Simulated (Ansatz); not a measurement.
A crystal relaxed with r2SCAN in Ansatz 0.2.0 has space group Pm (No. 6) and a = 7.652 Å, b = 3.023 Å, c = 7.771 Å, β = 118.7°.

```json
{"atom": "Ge", "site": "1b", "x": "0.7507", "y": "0.5000", "z": "0.5839"}
{"atom": "Ge", "site": "1a", "x": "0.5861", "y": "0.0000", "z": "0.8278"}
{"atom": "Ge", "site": "1a", "x": "0.1747", "y": "0.0000", "z": "0.7951"}
{"atom": "Ge", "site": "1b", "x": "0.8238", "y": "0.5000", "z": "0.2271"}
{"atom": "C", "site": "1b", "x": "0.4284", "y": "0.5000", "z": "0.1989"}
{"atom": "Ge", "site": "1a", "x": "0.2492", "y": "0.0000", "z": "0.3992"}
{"atom": "Xx", "site": "1b", "x": "0.6371", "y": "0.5000", "z": "0.3139"}
{"atom": "Xx", "site": "1a", "x": "0.3222", "y": "0.0000", "z": "0.6629"}
{"atom": "Xx", "site": "1b", "x": "0.0212", "y": "0.5000", "z": "0.7204"}
{"atom": "Xx", "site": "1a", "x": "0.6614", "y": "0.0000", "z": "0.6386"}
{"atom": "Xx", "site": "1a", "x": "0.3688", "y": "0.0000", "z": "0.0600"}
{"atom": "Xx", "site": "1b", "x": "0.6882", "y": "0.5000", "z": "0.9646"}
{"atom": "Xx", "site": "1a", "x": "0.9750", "y": "0.0000", "z": "0.3070"}
{"atom": "Xx", "site": "1b", "x": "0.3132", "y": "0.5000", "z": "0.3006"}
```

With r2SCAN the valence top lies at Γ–Z (0.29 of the way from Γ) and the conduction bottom at Γ, 1.50 eV higher; the smallest vertical gap, at Γ, is 1.65 eV. With HSE06 the valence top lies at Γ–Z (0.29 of the way from Γ) and the conduction bottom at Γ, 2.53 eV higher; the smallest vertical gap, at Γ, is 2.60 eV. Meshes: r2SCAN 4×8×4, HSE06 2×6×2. r2SCAN's ε∞ is a tensor with principal values 5.0, 5.4, 5.9.

Problem. Which element is Xx?
A. Bi
B. Sb
C. As
D. N

Solution. D. Xx is N: Ge₅CN₈ on the sites of β-Si3N4 (relaxed group Pm). Around Ge lie 4 N at 1.79–1.85 Å; around Ge lie 4 N at 1.80–1.82 Å; around Ge lie 4 N at 1.83–1.87 Å; around C lie 4 N at 1.41–1.78 Å; around Ge lie 4 N at 1.85–1.86 Å; around N lie 1 C at 1.41 Å and 2 Ge at 1.85 Å; around N lie 3 Ge at 1.80–1.86 Å (further sites aren't listed).

(Calculated; spin-unpolarised; the phase may be known or hypothetical.)

The runs are scalar-relativistic, without spin-orbit coupling.

Where an edge lies off the special points, it is a point of the mesh or the k point where a search put PBE's edge or least direct gap, reused for the other functionals, whose own edges may lie a little apart.

The meshes of the hybrids are coarse, so their gaps aren't converged to the digits shown.

For a response run the program warns that the ground state's bands aren't all converged, so ε∞ carries an extra error.
